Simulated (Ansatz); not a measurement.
Pt (fcc, Cu type)

Space group Fm-3m (No. 225); a = b = c = 3.940 Å, α = β = γ = 90.00°

| atom | site | symmetry | x | y | z |
|---|---|---|---|---|---|
| Pt | 4a | m-3m | 0.0000 | 0.0000 | 0.0000 |
(The calculation used a cell of 1 atom; values per cell refer to that cell.)

E(V) scan at fixed shape, V₀ the volume above. Symmetry pins the atoms to their sites.

The numbers are results of r2SCAN (plane waves to 500 eV, PAW, scalar-relativistic; Ansatz, a program for electronic structure), not measurements. k mesh 21×21×21 (Γ-centred), Fermi-Dirac smearing 0.05 eV. Energies are smeared free energies. Pt is run without spin polarisation. Pt was relaxed with its symmetry unable to fall. Spin-orbit coupling is left out, though Pt is heavy. ΔE is measured from the relaxed starting cell. The last digit holds for this mesh only.

| V (Å³/atom) | ΔE (meV/atom) |
|---|---|
| 13.765 | 162.1 |
| 14.019 | 108.2 |
| 14.274 | 66.6 |
| 14.529 | 36.1 |
| 14.784 | 15.4 |
| 15.039 | 3.7 |
| 15.294 | 0.0 |
| 15.549 | 3.5 |
| 15.804 | 13.5 |
| 16.059 | 29.2 |
| 16.314 | 50.2 |
| 16.568 | 75.7 |
| 16.823 | 105.4 |

Task: What is the fitted pressure derivative B₀′?

Result: 5.5.

Task: What bulk modulus B₀ follows from a third-order Birch-Murnaghan fit?

Result: 271 GPa. Check by three points about V = 15.294 Å³/atom, step 0.510: d²E/dV² ≈ (15 − 2·0 + 13) meV / 0.510² = 0.108 eV/Å⁶, and V·d²E/dV² × 160.2 = 264 GPa.

(Under strain, the slope of the energy per volume gives the stress and its curvature an elastic modulus.)
